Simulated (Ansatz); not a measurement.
A 12-atom cell of HfSn3O8 built on monoclinic HfO2 (relaxed group P2) at its r2SCAN geometry, run in Ansatz 0.2.0 at 2 levels of theory. All values are calculated for a non-magnetic cell, which may be hypothetical.

The r2SCAN input:
```yaml
crystal:
  lattice:
    - [5.2095562802, 0.032776637, 0.4227588148]
    - [0.0330784239, 4.7984099771, 0.0039988086]
    - [-0.4634835021, -0.0015578839, 5.7115428243]
  atoms:
    - { symbol: Hf, position: [0.2499996117, 0.500002366, 0.6779495479] }
    - { symbol: Sn, position: [0.7500011845, 1.0000018648, 0.8334140273] }
    - { symbol: Sn, position: [0.750000464, 0.4999995578, 0.3309508916] }
    - { symbol: Sn, position: [0.2500000617, 2.491e-07, 0.1702510148] }
    - { symbol: O, position: [0.4226226829, 0.7781720539, 0.8919758183] }
    - { symbol: O, position: [0.5804748643, 0.2714211933, 0.6055944982] }
    - { symbol: O, position: [0.5752788395, 0.2339586573, 0.104399119] }
    - { symbol: O, position: [0.4199242294, 0.727031101, 0.3917476517] }
    - { symbol: O, position: [0.0800762853, 0.2729664138, 0.3917491997] }
    - { symbol: O, position: [0.9247210716, 0.7660405825, 0.1043983391] }
    - { symbol: O, position: [0.9195201446, 0.7285775568, 0.6055952283] }
    - { symbol: O, position: [0.0773805605, 0.2218284038, 0.8919746642] }
kpoints:
  mp_grid: { grid: [6, 6, 4] }
  band_path:
    path:
      - [0.0, 0.0, 0.0]
      - [-1.546e-07, 0.0, -0.5]
      - [-0.5000001546, 0.0, -0.5]
      - [-0.5, 0.0, 0.0]
      - [-0.5, -0.5, -7.1e-07]
      - [-0.5000001546, -0.5, -0.50000071]
      - [-1.546e-07, -0.5, -0.50000071]
      - [0.0, -0.5, -7.1e-07]
      - [0.098958, 0.364583, 0.0]
    npoints: 1
hamiltonian:
  xc: r2scan
scf:
  occupations: { method: fixed }
  n_extra_bands: 7
output:
  forces: true
  stress: true
  eigenvalues: true
```

Main results, then, where recorded, the levels near the gap in eV from the Fermi energy (columns number the bands from 0), one row a point of the path (Γ, Z, D, B, A, E, C₂, Y₂, (0.099, 0.365, 0)):
```
Crystal: 12 atoms, lattice volume = 143.709 Å³
Symmetry: 2 space group operations
Space group: P2 (ITA 3)
```
```
Basis set: ecut = 500 eV, 3665 PW (Γ)
Bands: 65, of which v1, the nominal top of the filled ones, is band 58 counted from 1 (57 counted from 0)
k-points: 60 of 144 (time reversal used)
Free energy (F): -38404.726914 eV
Fermi energy:    9.710801 eV
--- Forces (eV/Å), atoms counted from 1 ---
  atom   1  Hf      0.00012      0.00000    -0.00144
  atom   2  Sn    -0.00025     0.00000      0.00311
  atom   3  Sn      0.00026      0.00000    -0.00325
  atom   4  Sn    -0.00015     0.00000      0.00182
  atom   5  O       0.00029    -0.00038    -0.00030
  atom   6  O       0.00070    -0.00036    -0.00054
  atom   7  O     -0.00053    -0.00031      0.00003
  atom   8  O     -0.00007      0.00052      0.00073
  atom   9  O     -0.00005    -0.00052      0.00073
  atom  10  O       0.00052      0.00031      0.00011
  atom  11  O     -0.00060      0.00036    -0.00065
  atom  12  O     -0.00023      0.00038    -0.00034
--- Stress (GPa, compression-positive) ---
        0.017868       0.000934       0.000042
        0.000932       0.015897       0.000075
        0.000042       0.000075       0.017353
  P = ⅓ Tr σ = 0.0170 GPa (0.170 kbar)
```
```tsv
band_54	band_55	band_56	band_57	band_58	band_59	band_60
-0.486	-0.173	-0.088	-0.065	3.038	5.703	6.245
-0.715	-0.675	-0.222	-0.056	4.788	5.514	6.372
-0.594	-0.415	-0.339	-0.194	5.221	6.071	6.239
-0.337	-0.324	-0.184	-0.148	5.138	5.252	5.463
-0.475	-0.284	-0.227	-0.186	5.355	5.450	5.979
-0.836	-0.500	-0.411	-0.319	5.454	5.716	6.065
-0.613	-0.581	-0.328	-0.167	5.060	5.910	6.565
-0.286	-0.261	-0.188	-0.023	5.083	5.543	6.014
-0.440	-0.322	-0.187	0.007	4.686	5.719	6.194
```

With r2SCAN the valence top lies at k = (0.099, 0.365, 0) and the conduction bottom at Γ, 3.03 eV higher; the smallest vertical gap, at Γ, is 3.10 eV.

Q: Another run on the same cell gave
```
Basis set: ecut = 420 eV, 2811 PW (Γ)
Bands: 65, of which v1, the nominal top of the filled ones, is band 58 counted from 1 (57 counted from 0)
k-points: 30 of 64 (time reversal used)
hybrid outer 1: dexx = +6.159e-2 eV, tail = 1.31e-3 eV
hybrid outer 2: dexx = +7.716e-6 eV, tail = 3.03e-7 eV, Δε = 7.62e-3 eV, ΔF = 8.91e-3 eV/Å
hybrid outer 3: dexx = +6.645e-9 eV, tail = 3.32e-9 eV, Δε = 1.19e-4 eV, ΔF = 2.36e-4 eV/Å
Free energy (F): -38349.802772 eV
Fermi energy:    8.838231 eV
--- Forces (eV/Å), atoms counted from 1 ---
  atom   1  Hf      0.00587      0.00002    -0.07239
  atom   2  Sn    -0.00068     0.00000      0.00837
  atom   3  Sn    -0.00116     0.00000      0.01429
  atom   4  Sn      0.00179      0.00001    -0.02204
  atom   5  O       0.05868      0.11762      0.05022
  atom   6  O       0.07193    -0.01185      0.03948
  atom   7  O       0.00247    -0.04749      0.04595
  atom   8  O       0.03483    -0.00410    -0.08588
  atom   9  O     -0.02052      0.00414    -0.09037
  atom  10  O     -0.00985      0.04746      0.04497
  atom  11  O     -0.07736      0.01183      0.02737
  atom  12  O     -0.06600    -0.11765      0.04004
--- Stress (GPa, compression-positive) ---
       -1.230268      -0.000166      -0.023671
       -0.000166      -0.996630      -0.000029
       -0.023671      -0.000029      -0.940490
  P = ⅓ Tr σ = -1.0558 GPa (-10.558 kbar)
```
```tsv
band_54	band_55	band_56	band_57	band_58	band_59	band_60
-0.395	-0.120	-0.047	-0.026	4.132	6.964	7.550
-0.618	-0.567	-0.177	-0.008	5.966	6.739	7.696
-0.546	-0.370	-0.310	-0.178	6.473	7.351	7.499
-0.286	-0.268	-0.123	-0.093	6.348	6.477	6.698
-0.432	-0.260	-0.223	-0.176	6.555	6.691	7.213
-0.759	-0.523	-0.396	-0.323	6.698	6.990	7.322
-0.552	-0.448	-0.324	-0.164	6.286	7.181	7.896
-0.260	-0.242	-0.146	0.000	6.269	6.770	7.255
-0.423	-0.272	-0.167	0.033	5.847	6.958	7.456
```
Which level of theory and mesh gave it?

A: It is HSE06, judged by the exchange loop and the size of the gap (a near hybrid could fit too), on 4×4×4; the blocks that differ from the first input, but for the band path:
```yaml
kpoints:
  mp_grid: { grid: [4, 4, 4] }
hamiltonian:
  xc: hse06
```
With HSE06 the valence top lies at k = (0.099, 0.365, 0) and the conduction bottom at Γ, 4.10 eV higher; the smallest vertical gap, at Γ, is 4.16 eV. With the atoms held, the mean pressure is -1.1 GPa (compression positive). The stress of a hybrid is loosely converged here.

Small level splittings and stresses of the hybrids carry the error of their coarser meshes.

Totals of different functionals can't be compared.

Spin-orbit coupling is left out, which matters wherever the heavy atoms make up the band edges.

The meshes of the hybrids are coarse, so their gaps aren't converged to the digits shown.
